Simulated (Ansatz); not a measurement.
NbRu:
```
CELL_PARAMETERS angstrom
      3.02516     0.00000     0.00000
      0.00000     3.02516     0.00000
      0.00000     0.00000     3.38148
ATOMIC_POSITIONS crystal
  Nb 0.00000 0.00000 0.00000
  Ru 0.50000 0.50000 0.50000
```

Relaxed with PBEsol. Special points in fractions of this cell's reciprocal vectors: Γ (0.000, 0.000, 0.000); X (0.000, 0.500, 0.000); M (0.500, 0.500, 0.000); Z (0.000, 0.000, 0.500); R (0.000, 0.500, 0.500); A (0.500, 0.500, 0.500).

Q: List the band energies nearest the Fermi level at these points for PBEsol (plane waves, PAW; program Ansatz).

A: In eV from the Fermi level; about four levels below and three above (degenerate sets whole), none deeper than 8.9 eV; points with the same levels are listed once.

```tsv
k	below	above
Γ	-5.58 -2.32 -2.32 -1.39	0.29 1.66 3.74
X	-2.11 -1.84 -1.10 -0.87	0.22 1.92 2.02
M	-5.81 -5.59 -4.54 -4.54	0.45 1.22 2.00 2.00
Z	-2.58 -1.64 -1.64 -0.68	0.23 0.55 0.55
R	-5.44 -3.39 -3.37 -0.81	0.68 0.82 1.08
A	-3.13 -3.13 -2.55 -2.55 -0.24	0.49 3.17 4.32
```

Space group P4/mmm (L1₀ or tetragonal B2). The first step of the workflow began from a Materials Project structure, measured or hypothetical; the Crystallography Open Database files this formula in space group No. 123, but the cells were not matched. Its standing as an ambient phase is unchecked. The cell was relaxed with PBEsol under the symmetry of its start; of distortions, only those at the zone centre were tested. No spin polarisation was allowed. Scalar-relativistic: spin–orbit coupling is off unless named, which matters more the heavier the elements.

Potentials: the later of the program's two PAW sets.
